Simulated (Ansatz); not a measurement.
A distorted cell of Ca2Si (space group Pnma):

```yaml
crystal:
  lattice:
    - [7.27248, 0.00000, 0.00000]
    - [0.00000, 4.74909, 0.00000]
    - [0.00000, 0.00000, 8.81450]
  atoms:
    - { symbol: Ca, position: [0.33852, 0.77516, 0.07518] }
    - { symbol: Ca, position: [0.66148, 0.27516, 0.92482] }
    - { symbol: Ca, position: [0.16148, 0.22484, 0.57518] }
    - { symbol: Ca, position: [0.83852, 0.72484, 0.42482] }
    - { symbol: Ca, position: [0.01869, 0.21842, 0.18500] }
    - { symbol: Ca, position: [0.98131, 0.71842, 0.81500] }
    - { symbol: Ca, position: [0.48131, 0.78158, 0.68500] }
    - { symbol: Ca, position: [0.51869, 0.28158, 0.31500] }
    - { symbol: Si, position: [0.75044, 0.23175, 0.60288] }
    - { symbol: Si, position: [0.24956, 0.73175, 0.39712] }
    - { symbol: Si, position: [0.74956, 0.76825, 0.10288] }
    - { symbol: Si, position: [0.25044, 0.26825, 0.89712] }
```

All values below come from LDA (plane waves to 420 eV, PAW, scalar-relativistic; Ansatz, a quantum-chemistry and plane-wave program). k mesh 4×6×3 (Γ-centred), Fermi-Dirac smearing 0.05 eV. Stress and pressure are positive under compression. Ca2Si was relaxed with its symmetry unable to fall.

Predict the force on every atom, in eV/Å.


```json
[
 {"atom": "Ca1", "Fx": "0.054", "Fy": "-0.377", "Fz": "-0.013"},
 {"atom": "Ca2", "Fx": "-0.054", "Fy": "-0.377", "Fz": "0.013"},
 {"atom": "Ca3", "Fx": "-0.054", "Fy": "0.377", "Fz": "-0.013"},
 {"atom": "Ca4", "Fx": "0.054", "Fy": "0.377", "Fz": "0.013"},
 {"atom": "Ca5", "Fx": "0.028", "Fy": "0.485", "Fz": "0.047"},
 {"atom": "Ca6", "Fx": "-0.028", "Fy": "0.485", "Fz": "-0.047"},
 {"atom": "Ca7", "Fx": "-0.028", "Fy": "-0.485", "Fz": "0.047"},
 {"atom": "Ca8", "Fx": "0.028", "Fy": "-0.485", "Fz": "-0.047"},
 {"atom": "Si9", "Fx": "0.077", "Fy": "0.203", "Fz": "-0.018"},
 {"atom": "Si10", "Fx": "-0.077", "Fy": "0.203", "Fz": "0.018"},
 {"atom": "Si11", "Fx": "-0.077", "Fy": "-0.203", "Fz": "-0.018"},
 {"atom": "Si12", "Fx": "0.077", "Fy": "-0.203", "Fz": "0.018"}
]
```

What is the stress tensor (GPa)?


```
   0.53     0.00     0.00
   0.00     0.32     0.00
   0.00     0.00    -0.04
```
The pressure, a third of the trace, is 0.27 GPa.

(For displaced atoms, the force is minus the slope of the energy, and its curvature is a force constant, which sets phonon frequencies.)
